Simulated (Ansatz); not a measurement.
YN:
```xyz
2
Lattice="2.9815 0.0000 0.0000 0.0000 2.9815 0.0000 0.0000 0.0000 2.9815" Properties=species:S:1:pos:R:3 pbc="T T T"
Y      0.0000     0.0000     0.0000
N      1.4908     1.4908     1.4908
```

Relaxed with r²SCAN.

Task: Map the electron localisation function on the plane through (0.000, 0.000, 0.000) spanned by u = [1, 0, 0] and v = [0, 1, 1] in lattice vectors, from the program Ansatz at the r²SCAN level (PAW).

Result: x is the fraction of u, y of v (the angle between them is 90°; rows are the nearest grid lines); atoms in the plane: Y at (0.00, 0.00), N at (0.50, 0.50).
```
|35899720002799853|
|57999610001699975|
|99998410001489999|
|99996200000269999|
|99752112321125799|
|54211246664211245|
|10013678887631001|
|00147899999874100|
|01368999899986310|
|12579986468997521|
|12589962026998521|
|12589962026998521|
|12579986468997521|
|01368999899986310|
|00147899999874100|
|10013678887631001|
|54211246664211245|
|99752112321125799|
|99996200000269999|
|99998410001489999|
|57999610001699975|
|35899720002799853|
```
Scale: ten equal steps from 0.023 (start of '0') to 0.864 (end of '9'), in the order '0123456789'; x runs from 0.000 to 1.00, y from 0.000 (bottom) to 1.00 (top).

The density is the valence pseudo-density with augmentation charge, so density and ELF within about 1 Å of a nucleus are not all-electron values.

Space group Pm-3m (CsCl type). The start of the workflow was typed in or built on a structure type; neither database checked (COD, Materials Project) lists it. COD files the formula under space group No. 225, so this cell is another polymorph or a model. Its standing as an ambient phase is unchecked. Symmetry was held in the r²SCAN relaxation; whether a distortion lowers the energy is not shown. The run is not spin-polarised.

Potentials: the earlier of the program's two PAW sets.
